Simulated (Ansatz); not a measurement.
The elements of this relaxed trial crystal are hidden behind letters.

```
lattice vectors (Å)
   5.1113    0.0000    0.0000
  -2.5556    4.4265    0.0000
   0.0000    0.0000    4.6287
fractional positions
X 0.0000 0.0000 0.0000
X 0.0000 0.0000 0.5000
Z 0.3333 0.6667 0.7500
Z 0.6667 0.3333 0.2500
Q 0.8153 0.6306 0.7500
Q 0.3694 0.1847 0.7500
Q 0.8153 0.1847 0.7500
Q 0.1847 0.3694 0.2500
Q 0.6306 0.8153 0.2500
Q 0.1847 0.8153 0.2500
```

Method: Ansatz, DFT PBE, scalar-relativistic, plane waves, PAW. Cutoff 420 eV, Γ-centred 12×12×8 mesh (10-atom cell), Gaussian smearing of 0.10 eV, collinear spin.

- Space group: P6_3/mmc (No. 194)
- Conventional cell: a = 5.111 Å, c = 4.629 Å
- Volume per atom: 10.47 Å³
- Density: 3.01 g/cm³
- Formation energy: −1.23 eV/atom
- Gap on the 12×12×8 mesh of the 10-atom cell: 0 eV (a metal)
- Net moment per atom: 0.60 μB

Energies are uncorrected and count from the elements' standard states at the same level.

Question: X is an s-block element of period 2, Z is an s-block element of period 4 and Q is a p-block element of period 2. Which elements are they?

Answer: X = Li, Z = Ca, Q = O, so the formula is LiCaO3, here in the hexagonal perovskite (2H) type. Density times volume gives a mean mass of 3.01 × 10.47/1.6605 = 19.0 u per atom, and this set has 19.0 u. Among the elements that the hints allow, noble gases aside, only these give it. Li is surrounded by 6 O at 2.00 Å, 2 Li at 2.31 Å and 6 Ca at 3.17 Å; Ca is surrounded by 12 O at 2.56–2.66 Å and 6 Li at 3.17 Å; around O lie 2 Li at 2.00 Å, 2 O at 2.28 Å and 4 Ca at 2.56–2.66 Å.

Another magnetic order may lie lower. A structure relaxed within its symmetry needn't be a true minimum.
